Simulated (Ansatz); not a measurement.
Here is the system:

Starting cell, AlRu (CsCl type):

```
CELL_PARAMETERS angstrom
      5.96504     0.00000     0.00000
      0.00000     2.98252     0.00000
      0.00000     0.00000     2.98252
ATOMIC_POSITIONS crystal
  Al 0.00000 0.00000 0.00000
  Al 0.50000 0.00000 0.00000
  Ru 0.25000 0.50000 0.50000
  Ru 0.75000 0.50000 0.50000
```

The atoms are displaced by Q × the pattern below (from a DFPT mode at X = (0.5, 0.0, 0.0), largest move 1; Q in Å), at fixed cell. (q is in reciprocal vectors of the primitive cell; the cell shown is doubled to hold the pattern.)

```json
[
 {"atom": "Al1", "x": "1.000", "y": "0.000", "z": "0.000"},
 {"atom": "Al2", "x": "-1.000", "y": "0.000", "z": "0.000"}
]
```

Atoms not listed stay in place.

Computed with r2SCAN (plane waves to 500 eV, PAW, scalar-relativistic; Ansatz, a program for electronic structure). k mesh 8×16×16 (Γ-centred), Fermi-Dirac smearing 0.05 eV. Energies are smeared free energies. With partly filled bands, energies and forces of such displacements shift with the k mesh and the smearing. AlRu is run without spin polarisation. AlRu was relaxed with its symmetry unable to fall. ΔE is measured from the undisplaced structure.

The scan covers Q from -0.280 to 0.280 Å in 13 points.

Which space group does the distorted structure have?

P4/mmm (No. 123), lowered from Pm-3m.

What is the energy change at Q = 0.280 Å?

1058 meV/cell.

What harmonic wavenumber does the curvature at Q = 0 give?

332 cm⁻¹.

(For displaced atoms, the force is minus the slope of the energy, and its curvature is a force constant, which sets phonon frequencies.)
